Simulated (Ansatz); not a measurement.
Space group Pm-3m (No. 221). a = 3.081 Å, b = 3.081 Å, c = 3.081 Å, α = 90.00°, β = 90.00°, γ = 90.00°
| atom | site | symmetry | x | y | z |
| --- | --- | --- | --- | --- | --- |
| Ti | 1b | m-3m | 0.5000 | 0.5000 | 0.5000 |
| Os | 1a | m-3m | 0.0000 | 0.0000 | 0.0000 |

Equation of state of this TiOs structure (not necessarily the ground state), with shape and atoms relaxed at each volume where symmetry leaves them free. It has no gap at any of these volumes. Method: DFT r2SCAN, scalar-relativistic, plane waves, PAW (Ansatz).

Plane waves to 500 eV, a k mesh through Γ of 14×14×14 on the computed 2-atom cell and Gaussian smearing (0.10 eV); no spin polarisation.

| V (Å³/atom) | E − E(largest V) (meV/atom) | P (GPa) |
| --- | --- | --- |
| 12.868 | 114.54 | 43.87 |
| 13.306 | 13.43 | 30.23 |
| 13.745 | -52.98 | 18.56 |
| 14.184 | -89.83 | 8.55 |
| 14.622 | -101.24 | 0.00 |
| 15.061 | -91.03 | -7.29 |
| 15.500 | -62.37 | -13.52 |
| 16.084 | 0.00 | -20.43 |

Task: Fit a third-order Birch–Murnaghan equation to E(V).

Result: V0 = 14.62 Å³/atom, B0 = 263 GPa, B0' = 4.2.

Spin-orbit coupling is left out, which matters for the bands of heavy elements.